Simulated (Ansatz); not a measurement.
# TaSbSe and the effect of the strain (εxx = s, εyy = s)

```
Ta Sb Se
1.0
     3.62961    0.00000    0.00000
     0.00000    3.62961    0.00000
     0.00000    0.00000    5.63455
Ta Sb Se
1 1 1
Direct
  0.00000 0.00000 0.00000
  0.00000 0.00000 0.50000
  0.50000 0.50000 0.00000
```

The cell comes from a database or a generator and needn't be the stable form of this composition.

Kept alike: task relaxation of the atoms; functional PBE; k mesh 7 × 7 × 5; occupations fermi-dirac, width 0.05 eV; no spin polarisation. Program: Ansatz, Ansatz PAW, cutoff 420 eV. The mesh is that of the run's cell of 3 atoms. No spin-orbit coupling.

```tsv
s	free energy over the lowest row (meV/atom)
-0.04	69.20
-0.02	15.07
-0.01	3.31
0	0.00
0.01	?
0.02	13.91
0.04	50.71
```

The cell shown is the unstrained one; x, y and z are its Cartesian axes. For a metal such a mesh leaves the last digits unconverged.

Q: Fit the rows shown and predict the run at 0.01.

A: A least-squares cubic through the rows shown is free energy = -167572 s³ + 37630.2 s² + 37.04 s - 0.314 (largest miss 0.314); at s = 0.01 it gives 3.65 meV/atom. The run gave: free energy over the lowest row 3.85 meV/atom.
